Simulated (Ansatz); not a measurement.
HfNiAs:
```yaml
crystal:
  lattice:
    - [6.41687, 0.00000, 0.00000]
    - [0.00000, 3.84039, 0.00000]
    - [0.00000, 0.00000, 7.27203]
  atoms:
    - { symbol: Hf, position: [0.48620, 0.25000, 0.81407] }
    - { symbol: Hf, position: [0.51380, 0.75000, 0.18593] }
    - { symbol: Hf, position: [0.01380, 0.75000, 0.31407] }
    - { symbol: Hf, position: [0.98620, 0.25000, 0.68593] }
    - { symbol: Ni, position: [0.83450, 0.25000, 0.07516] }
    - { symbol: Ni, position: [0.16550, 0.75000, 0.92484] }
    - { symbol: Ni, position: [0.66550, 0.75000, 0.57516] }
    - { symbol: Ni, position: [0.33450, 0.25000, 0.42484] }
    - { symbol: As, position: [0.71741, 0.25000, 0.39299] }
    - { symbol: As, position: [0.28259, 0.75000, 0.60701] }
    - { symbol: As, position: [0.78259, 0.75000, 0.89299] }
    - { symbol: As, position: [0.21741, 0.25000, 0.10701] }
```

Relaxed with r²SCAN. Special points in fractions of this cell's reciprocal vectors: Γ (0.000, 0.000, 0.000); X (0.500, 0.000, 0.000); S (0.500, 0.500, 0.000); Y (0.000, 0.500, 0.000); Z (0.000, 0.000, 0.500); U (0.500, 0.000, 0.500); R (0.500, 0.500, 0.500); T (0.000, 0.500, 0.500).

**Question.** List the band energies nearest the Fermi level at these points for r²SCAN (plane waves, PAW; program Ansatz).

**Answer.** In eV from the Fermi level; about four levels below and three above (degenerate sets whole), none deeper than 8.9 eV; points with the same levels are listed once.

```tsv
k	below	above
Γ	-1.38 -1.34 -0.83 -0.76	0.30 0.31 0.56
X	-0.18 -0.18 -0.14 -0.14	1.26 1.26 1.63 1.63
S	-0.15 -0.15 -0.15 -0.15	2.44 2.44 2.44 2.44
Y	-1.13 -1.13 -0.17 -0.17	0.67 0.67 1.35 1.35
Z	-1.02 -1.02 -0.17 -0.17	0.78 0.78 1.49 1.49
U	-0.67 -0.67 -0.45 -0.45	0.77 0.77 1.03 1.03
R	-0.34 -0.34 -0.34 -0.34	1.85 1.85 1.85 1.85
T	-1.28 -1.28 -0.75 -0.75	0.43 0.43 1.98 1.98
```

Space group Pnma. The first step of the workflow began from a Materials Project structure, measured or hypothetical; the Crystallography Open Database copy checked does not list it. Whether it is the stable phase at ambient conditions was not checked. The cell was relaxed with r²SCAN under the symmetry of its start; whether a distortion lowers the energy is not shown. The run is not spin-polarised. Spin–orbit coupling is left out wherever it is not named.

Potentials: the later of the program's two PAW sets.
